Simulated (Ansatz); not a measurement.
Question: Name crystals whose computed values (r²SCAN (plane waves, PAW; program Ansatz)) fall in these windows: Θ_D (K) 330 to 420; G_Hill (GPa) 46 to 59; B₀ by P(V) fit (GPa) 55 to 75.

Answer: 

```csv
crystal,Θ_D (K),G_Hill (GPa),B₀ by P(V) fit (GPa)
"GaAs, Pa-3 (Ga on 8c, As on 8c)",358,51.7,68.1
"Ge, P6_3/mmc (Ge on 4e, Ge on 4f)",376,55.7,70.9
"AlGa3As4, P-4m2 (Pearson symbol tP8)",361,47.0,73.2
"GaAs, zinc blende",350,47.9,72.3
"Zn, hcp (Mg type)",348,49.4,69.2
```
Others may fit too.

Typed or built starts, not in the databases checked: AlGa3As4, P-4m2 (Pearson symbol tP8). Not the usual ambient phase: GaAs, Pa-3 (Ga on 8c, As on 8c); Ge, P6_3/mmc (Ge on 4e, Ge on 4f). All cells were relaxed under the symmetry of their starts (and spin orders); stability against distortions was not tested throughout. Spin–orbit coupling is left out wherever it is not named.

Potentials: the earlier of the program's two PAW sets.
